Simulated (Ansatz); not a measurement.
What a trial cell of Zr₇Ge relaxes into

These are results of DFT PBE, scalar-relativistic, plane waves, PAW in Ansatz 0.2.0, not measurements. Cutoff 420 eV, Gaussian smearing, Γ-centred meshes. Cell and atoms relax first on a coarse mesh and then on a finer one. In between, the cell is made exact in the group found at 0.06 Å. In metals the finer mesh still leaves noise of several meV/atom or more. The steps can't lower the symmetry of their start. No spin polarisation.

The cell of Zr₇Ge is invented: random cell by space group and Wyckoff sites (Im-3m, No. 229). Its size is a rough estimate.

```cif
data_structure
_symmetry_space_group_name_H-M 'Im-3m'
_symmetry_Int_Tables_number 229
_cell_length_a 8.2915
_cell_length_b 8.2915
_cell_length_c 8.2915
_cell_angle_alpha 90.000
_cell_angle_beta 90.000
_cell_angle_gamma 90.000
_cell_volume 570.03
loop_
_atom_site_label
_atom_site_type_symbol
_atom_site_symmetry_multiplicity
_atom_site_Wyckoff_symbol
_atom_site_fract_x
_atom_site_fract_y
_atom_site_fract_z
_atom_site_occupancy
Zr1 Zr 6 b 0.50000 0.00000 0.00000 1
Zr2 Zr 8 c 0.25000 0.25000 0.25000 1
Ge1 Ge 2 a 0.00000 0.00000 0.00000 1
```

Formation energies are uncorrected and refer to the elements' standard structures at the same level.

Question: Where does the relaxation end?

Answer: The symmetry stays Im-3m (No. 229). The volume per atom shrinks by 38.8 %, from 35.6 to 21.8 Å³. The shortest distance goes from 3.59 Å (Zr–Ge and Zr–Zr) to 3.05 Å (Zr–Ge and Zr–Zr). The energy falls by about 1.2 eV/atom (the start's value is from the coarse mesh). Conventional cell: a = 7.040 Å. Around Zr on a site of symmetry 4/mmm lie 8 Zr at 3.05 Å, 2 Ge at 3.52 Å and 4 Zr at 3.52 Å; Zr on a site of symmetry -3m has 2 Ge at 3.05 Å, 6 Zr at 3.05 Å and 6 Zr at 3.52 Å; Ge has 8 Zr at 3.05 Å and 6 Zr at 3.52 Å.

```cif
data_structure
_symmetry_space_group_name_H-M 'Im-3m'
_symmetry_Int_Tables_number 229
_cell_length_a 7.0397
_cell_length_b 7.0397
_cell_length_c 7.0397
_cell_angle_alpha 90.000
_cell_angle_beta 90.000
_cell_angle_gamma 90.000
_cell_volume 348.88
loop_
_atom_site_label
_atom_site_type_symbol
_atom_site_symmetry_multiplicity
_atom_site_Wyckoff_symbol
_atom_site_fract_x
_atom_site_fract_y
_atom_site_fract_z
_atom_site_occupancy
Zr1 Zr 6 b 0.50000 0.00000 0.00000 1
Zr2 Zr 8 c 0.25000 0.25000 0.25000 1
Ge1 Ge 2 a 0.00000 0.00000 0.00000 1
```

Question: How does it come out in energy, and is it a metal?

Answer: The formation energy is −0.07 eV/atom and the gap on the 8×8×8 mesh of the 8-atom cell is 0 eV (a metal).

A negative formation energy is needed for stability but isn't enough: competing phases decide.

The last run used Gaussian smearing of 0.10 eV. The cell is a metal run without spin, though a test with spin on the coarse mesh kept 0.6 μB a cell, so a magnetic state probably lies lower. A structure relaxed within its symmetry needn't be a true minimum.
